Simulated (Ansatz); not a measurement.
Here is the system:

Nb$_{2}$PC:
```cif
data_C2Nb4P2
_chemical_formula_sum 'Nb4 P2 C2'
_space_group_name_H-M_alt 'P63/mmc'
_space_group_IT_number 194
_space_group_name_Hall '-P 6c 2c'
_cell_length_a 3.26462
_cell_length_b 3.26462
_cell_length_c 11.54558
_cell_angle_alpha 90.000
_cell_angle_beta 90.000
_cell_angle_gamma 120.000
loop_
_atom_site_label
_atom_site_type_symbol
_atom_site_symmetry_multiplicity
_atom_site_Wyckoff_symbol
_atom_site_fract_x
_atom_site_fract_y
_atom_site_fract_z
_atom_site_occupancy
Nb1 Nb 4 f 0.33333 0.66667 0.09992 1
P1 P 2 d 0.66667 0.33333 0.25000 1
C1 C 2 a 0.00000 0.00000 0.00000 1
```

This is the PBEsol-relaxed structure.

### Question
All from PBEsol (plane waves, PAW; program Ansatz), unless another level is named. Give the electronic character.

### Answer
metallic (no gap).

### Question
Predict the formation energy from the elements (no fitted shifts).

### Answer
-0.89 eV/atom.

### Question
And the density of states at the Fermi level?

### Answer
0.33 states/eV per atom (mean over ±0.08 eV).

### Question
Predict the gap with spin–orbit coupling.

### Answer
none (metallic).

Space group P6_3/mmc. The first step of the workflow began from a Materials Project structure, measured or hypothetical; the Crystallography Open Database copy checked does not list it. Its standing as an ambient phase is unchecked. The cell was relaxed with PBEsol under the symmetry of its start; whether a distortion lowers the energy is not shown. The run is not spin-polarised. The references are the lowest solids computed at this level, not always the standard phases. Scalar-relativistic: spin–orbit coupling is off unless named, which matters more the heavier the elements.

Potentials: the later of the program's two PAW sets.
